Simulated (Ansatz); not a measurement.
# Property card for CuO

CuO:
```cif
data_Cu4O4
_chemical_formula_sum 'Cu4 O4'
_space_group_name_H-M_alt 'P 1'
_space_group_IT_number 1
_cell_length_a 2.76081
_cell_length_b 5.26036
_cell_length_c 5.52839
_cell_angle_alpha 90.000
_cell_angle_beta 90.000
_cell_angle_gamma 90.000
loop_
_space_group_symop_operation_xyz
  'x, y, z'
loop_
_atom_site_label
_atom_site_type_symbol
_atom_site_fract_x
_atom_site_fract_y
_atom_site_fract_z
_atom_site_occupancy
Cu1 Cu 0.00000 0.00000 0.87477 1
Cu2 Cu 0.00000 0.00000 0.37477 1
Cu3 Cu 0.50000 0.50000 0.12523 1
O1 O 0.50000 0.00000 0.12481 1
O2 O 0.00000 0.50000 0.87519 1
O3 O 0.00000 0.50000 0.37519 1
Cu4 Cu 0.50000 0.50000 0.62523 1
O4 O 0.50000 0.00000 0.62481 1
```
The run is spin-polarised; directions of the spins, atom by atom: 0 0 0 0 0 0 0 0.

Space group I4/mmm (No. 139); conventional cell a = 2.7625 Å, b = 2.7625 Å, c = 5.2604 Å, α = 90.00°, β = 90.00°, γ = 90.00°.

Method: the program Ansatz at the PBEsol level (PAW). Geometry: relaxed at this level of theory. Other levels are named where they apply.

Cell and energy:

```json
{
  "volume_per_atom": "10.04 Å³",
  "density": "6.58 g/cm³",
  "Formation energy from the elements (no fitted shifts)": "-0.41 eV/atom"
}
```

Electronic structure:

```json
{
 "electronic_character": "metallic (no gap)",
 "Density of states at the Fermi level": "0.54 states/eV per atom (mean over ±0.08 eV)"
}
```

Magnetism:

```json
{
  "magnetic_order": "antiferromagnetic",
  "net_moment": "0.00 μB per atom"
}
```

The start of the workflow was typed in or built on a structure type; neither database checked (COD, Materials Project) lists it. It is not the phase usual at ambient conditions (space group No. 15). The PBEsol relaxation kept the symmetry of its start, as lowered by the spin order; its stability against distortions is not shown here. Spin order of the final state: antiferromagnetic, the only order run, not a proven ground state. No Hubbard U is applied. The compound may be a true metal, but semilocal functionals without U, or a wrong spin order, can also close a gap. Point labels and valley counts follow the cell and symmetry of the run, lower than the named group. The references are the lowest solids computed at this level, not always the standard phases (solids in place of the gases).

Potentials: the earlier of the program's two PAW sets. The files were generated under PBE; for other functionals the program regenerates the frozen cores, and for LDA and PBEsol the local potential too.
